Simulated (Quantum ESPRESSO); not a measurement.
# Al6WMo: input and log of a self-consistent run

Simulated, not a measurement. The program is pw.x of Quantum ESPRESSO 7.5 (plane-wave density functional theory). The cell is made up: eight metal atoms on a hexagonal close-packed lattice, with elements, volume, strain and displacements drawn at random and not relaxed, so it may be unstable or far from any real phase. PseudoDojo standard norm-conserving files set the functional (PBE unless stated); there is no spin polarisation or spin-orbit coupling, the Fermi-Dirac width of 0.25 eV means electrons at about 2900 K, and the masses in the input are unused placeholders. Heavy elements are run without spin-orbit coupling, which real alloys of them have. A spin test at this wide smearing found no moment, but such smearing suppresses magnetism that the real alloy may have.

Input:

```
&control calculation='scf', pseudo_dir='./dojo.nc.sr.pbe.v0_5.standard.upf', outdir='./o', disk_io='minimal', tprnfor=.true., tstress=.true. /
&system ibrav=0, nat=8, ntyp=3, nbnd=33, ecutwfc=79.96652505, nosym=.true., tot_charge=0,
 occupations='smearing', smearing='fd', degauss=0.0183746611
/
&electrons conv_thr=1.470e-08, electron_maxstep=70, mixing_beta=0.5 /
ATOMIC_SPECIES
Al 1.0 Al.upf
Mo 1.0 Mo.upf
W 1.0 W.upf
CELL_PARAMETERS angstrom
2.8739 -0.064 4.5671
2.938 0.057 -4.608
-2.912 4.902 -0.0465
ATOMIC_POSITIONS angstrom
Al 0.0165 -0.0532 -0.0022
W -1.443 2.4198 0.0174
Mo 2.9518 1.6571 -2.361
Al 1.4548 4.1216 -2.3588
Al 2.8451 -0.0201 -0.053
Al 1.4456 2.4984 -0.0705
Al 2.8905 1.5662 2.227
Al 1.4216 4.0633 2.1944
K_POINTS automatic
6 6 6 1 1 1
```

The log is shortened where brackets say so; the opening notice, blank lines, dates and the lines on written files are dropped, and the path of the files is cut. It prints rydbergs, bohrs and kilobars, and counts compression as positive stress. Its total energy is the free energy E - TS of the whole cell.

```
     Program PWSCF v.7.5
     Parallel version (MPI & OpenMP), running on       4 processor cores
     Number of MPI processes:                 4
     Threads/MPI process:                     1
     [start-up lines left out]
     bravais-lattice index     =            0
     lattice parameter (alat)  =      10.1978  a.u.
     unit-cell volume          =     881.1671 (a.u.)^3
     number of atoms/cell      =            8
     number of atomic types    =            3
     number of electrons       =        46.00
     number of Kohn-Sham states=           33
     kinetic-energy cutoff     =      79.9665  Ry
     charge density cutoff     =     319.8661  Ry
     scf convergence threshold =      1.5E-08
     mixing beta               =       0.5000
     number of iterations used =            8  plain     mixing
     Exchange-correlation= PBE
                           (   1   4   3   4   0   0   0)
     [axes and pseudopotential details left out]
   Cartesian axes
     site n.     atom                  positions (alat units)
         1        Al     tau(   1) = (   0.0030576  -0.0098583  -0.0004077  )
         2        W      tau(   2) = (  -0.2673974   0.4484049   0.0032243  )
         3        Mo     tau(   3) = (   0.5469880   0.3070716  -0.4375089  )
         4        Al     tau(   4) = (   0.2695840   0.7637597  -0.4371012  )
         5        Al     tau(   5) = (   0.5272158  -0.0037247  -0.0098212  )
         6        Al     tau(   6) = (   0.2678792   0.4629700  -0.0130641  )
         7        Al     tau(   7) = (   0.5356287   0.2902272   0.4126778  )
         8        Al     tau(   8) = (   0.2634319   0.7529563   0.4066368  )
     number of k points=   108  Fermi-Dirac smearing, width (Ry)=  0.0184
     Number of k-points >= 100: set verbosity='high' to print them.
     Dense  grid:    85139 G-vectors     FFT dimensions: (  60,  60,  64)
     Estimated max dynamical RAM per process >     264.15 MB
     Estimated total dynamical RAM >     994.24 MB
     Initial potential from superposition of free atoms
     starting charge      45.9834, renormalised to      46.0000
     Starting wfcs are   44 randomized atomic wfcs
     total cpu time spent up to now is        5.4 secs
     per-process dynamical memory:   224.8 Mb
     Self-consistent Calculation
     iteration #  1     ecut=    79.97 Ry     beta= 0.50
     Davidson diagonalization with overlap
     ethr =  1.00E-02,  avg # of iterations =  3.4
     total cpu time spent up to now is       16.9 secs
     total energy              =    -319.80345455 Ry
     estimated scf accuracy    <       0.61674863 Ry
     iteration #  2     ecut=    79.97 Ry     beta= 0.50
     Davidson diagonalization with overlap
     ethr =  1.34E-03,  avg # of iterations =  3.1
     total cpu time spent up to now is       28.6 secs
     total energy              =    -319.57258273 Ry
     estimated scf accuracy    <       6.02163086 Ry
     iteration #  3     ecut=    79.97 Ry     beta= 0.50
     Davidson diagonalization with overlap
     ethr =  1.34E-03,  avg # of iterations =  2.1
     total cpu time spent up to now is       38.3 secs
     total energy              =    -320.10176500 Ry
     estimated scf accuracy    <       0.02526939 Ry
     iteration #  4     ecut=    79.97 Ry     beta= 0.50
     Davidson diagonalization with overlap
     ethr =  5.49E-05,  avg # of iterations =  7.4
     total cpu time spent up to now is       53.1 secs
     total energy              =    -320.10813498 Ry
     estimated scf accuracy    <       0.03583515 Ry
     iteration #  5     ecut=    79.97 Ry     beta= 0.50
     Davidson diagonalization with overlap
     ethr =  5.49E-05,  avg # of iterations =  1.4
     total cpu time spent up to now is       61.4 secs
     total energy              =    -320.10863809 Ry
     estimated scf accuracy    <       0.00644317 Ry
     iteration #  6     ecut=    79.97 Ry     beta= 0.50
     Davidson diagonalization with overlap
     ethr =  1.40E-05,  avg # of iterations =  3.0
     total cpu time spent up to now is       71.4 secs
     total energy              =    -320.10916689 Ry
     estimated scf accuracy    <       0.00033533 Ry
     iteration #  7     ecut=    79.97 Ry     beta= 0.50
     Davidson diagonalization with overlap
     c_bands:  1 eigenvalues not converged
     ethr =  7.29E-07,  avg # of iterations =  7.2
     total cpu time spent up to now is       86.4 secs
     total energy              =    -320.10930412 Ry
     estimated scf accuracy    <       0.00015953 Ry
     iteration #  8     ecut=    79.97 Ry     beta= 0.50
     Davidson diagonalization with overlap
     ethr =  3.47E-07,  avg # of iterations =  1.7
     total cpu time spent up to now is       95.2 secs
     total energy              =    -320.10931775 Ry
     estimated scf accuracy    <       0.00000425 Ry
     iteration #  9     ecut=    79.97 Ry     beta= 0.50
     Davidson diagonalization with overlap
     ethr =  9.23E-09,  avg # of iterations =  4.1
     total cpu time spent up to now is      106.7 secs
     total energy              =    -320.10931914 Ry
     estimated scf accuracy    <       0.00000026 Ry
     iteration # 10     ecut=    79.97 Ry     beta= 0.50
     Davidson diagonalization with overlap
     ethr =  5.59E-10,  avg # of iterations =  2.7
     total cpu time spent up to now is      116.9 secs
     total energy              =    -320.10931918 Ry
     estimated scf accuracy    <       0.00000006 Ry
     iteration # 11     ecut=    79.97 Ry     beta= 0.50
     Davidson diagonalization with overlap
     ethr =  1.39E-10,  avg # of iterations =  2.0
     total cpu time spent up to now is      126.0 secs
     End of self-consistent calculation
     [lines on levels left out]
!    total energy              =    -320.10931919 Ry
     estimated scf accuracy    <          2.1E-09 Ry
     smearing contrib. (-TS)   =      -0.07307368 Ry
     internal energy E=F+TS    =    -320.03624551 Ry
     The total energy is F=E-TS. E is the sum of the following terms:
     one-electron contribution =    -132.48992614 Ry
     hartree contribution      =      83.66658641 Ry
     xc contribution           =     -66.72862490 Ry
     ewald contribution        =    -204.48428087 Ry
     convergence has been achieved in  11 iterations
     Forces acting on atoms (cartesian axes, Ry/au):
     atom    1 type  1   force =    -0.00376380    0.00221620    0.01516677
     atom    2 type  3   force =     0.00532474    0.00562663   -0.01200710
     atom    3 type  2   force =    -0.01082723   -0.00377355    0.00340990
     atom    4 type  1   force =     0.00264864    0.00490298   -0.01841445
     atom    5 type  1   force =     0.00970852   -0.00011890   -0.01613329
     atom    6 type  1   force =     0.00053934   -0.01283137    0.00084247
     atom    7 type  1   force =    -0.00200565    0.00375375    0.00579846
     atom    8 type  1   force =    -0.00162455    0.00022425    0.02133724
     Total force =     0.044681     Total SCF correction =     0.000081
     Computing stress (Cartesian axis) and pressure
          total   stress  (Ry/bohr**3)                   (kbar)     P=      -51.32
  -0.00051250  -0.00002351   0.00013222          -75.39       -3.46       19.45
  -0.00002351  -0.00043811   0.00010220           -3.46      -64.45       15.03
   0.00013222   0.00010220  -0.00009608           19.45       15.03      -14.13
     init_run     :      5.04s CPU      5.26s WALL (       1 calls)
     electrons    :    120.17s CPU    120.65s WALL (       1 calls)
     forces       :      2.11s CPU      2.13s WALL (       1 calls)
     stress       :      7.25s CPU      7.25s WALL (       1 calls)
     [timing details left out]
     PWSCF        :   2m14.72s CPU   2m15.48s WALL
     JOB DONE.
```

In other units: free energy -4355.309 eV for the cell, pressure -5.13 GPa, largest force component 0.549 eV/Å in size. The run took 137 s of wall time with four MPI processes on a shared machine (Intel Xeon, 2023 or later, virtual cores), so the time is rough. A rerun of this cell at a higher cutoff and on a denser mesh moved values by no more than 0.004 eV in energy, 0.04 GPa in stress and 0.005 eV/Å in force, and a second program with other atomic files agreed on that cell to 2 % rms in force and 0.5 GPa in pressure.